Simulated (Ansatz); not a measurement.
Data:

CdSe:
```
CELL_PARAMETERS angstrom
      4.09367     0.00000     0.00000
      0.00000     4.09367     0.00000
      0.00000     0.00000     7.35674
ATOMIC_POSITIONS crystal
  Cd 0.00000 0.50000 0.00000
  Cd 0.50000 0.00000 0.50000
  Se 0.00000 0.00000 0.25000
  Se 0.00000 0.00000 0.75000
```

This is the PBE-relaxed structure.

Q: All from the program Ansatz at the PBE level (PAW), unless another level is named. Predict the electronic character.

A: metallic (no gap).

Q: What about the density of states at the Fermi level?

A: 0.09 states/eV per atom (mean over ±0.08 eV).

Q: Predict the formation energy from the elements (no fitted shifts).

A: -0.32 eV/atom.

Space group P4_2/mmc. The cell is a constructed one: a structure type filled with these elements; neither database checked (COD, Materials Project) lists it. It is not the phase usual at ambient conditions (space group No. 186, 216). The cell was relaxed with PBE under the symmetry of its start; its stability against distortions is not shown here. The references are the lowest solids computed at this level, not always the standard phases. Scalar-relativistic: spin–orbit coupling is off unless named, which matters more the heavier the elements.

Potentials: the later of the program's two PAW sets.
